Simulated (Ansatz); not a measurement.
Input:

SiC in space group Pm-3n (No. 223; Si on 6c, C on 6d), a = b = c = 5.322 Å, α = β = γ = 90.00°.

This is the r²SCAN-relaxed structure.

**Question.** All from DFT-r²SCAN in the program Ansatz with PAW potentials, unless another level is named. Give the smallest direct gap on the standard path.

**Answer.** 2.29 eV.

**Question.** What about the formation energy from the elements (no fitted shifts)?

**Answer.** -0.043 eV/atom.

**Question.** Next, the hole effective mass, band 3 of 3 at the edge?

**Answer.** 0.20 along [100], 0.33 along [110], 0.42 along [111] (mₑ).

**Question.** What about the weight of the valence-edge state by species (Voronoi cells)?

**Answer.** C 77 %, Si 23 %.

The start of the workflow was typed in or built on a structure type; neither database checked (COD, Materials Project) lists it. It is not the phase usual at ambient conditions (space group No. 186, 216). The r²SCAN relaxation kept the symmetry of its start; its stability against distortions is not shown here. The references are the lowest solids computed at this level, not always the standard phases.

Potentials: the later of the program's two PAW sets.
